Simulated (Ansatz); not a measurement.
Mo (bcc (W type), Im-3m) at seven volumes, PBE (plane waves, PAW; program Ansatz), scaled uniformly. One row is withheld.

| V (Å³/atom) | P (GPa) |
|---|---|
| 14.363 | ? |
| 14.837 | 18.38 |
| 15.310 | 8.45 |
| 15.784 | 0.00 |
| 16.257 | -7.20 |
| 16.731 | -13.33 |
| 17.204 | -18.57 |

Question: Fit the shown pressures and predict the withheld one.

Answer: P = (3/2)B₀(x^(7/2) − x^(5/2))[1 + (3/4)(B′ − 4)(x − 1)] with x = (V₀/V)^(2/3). Least squares on the six rows gives V₀ = 15.784 Å³/atom, B₀ = 260 GPa, B′ = 4.34. At V = 14.363, x = 1.0649 and P = 30.12 GPa. The run itself gave 30.06 GPa.

The cell was relaxed with PBE under the symmetry of its start. The run is not spin-polarised.

Potentials: the later of the program's two PAW sets.
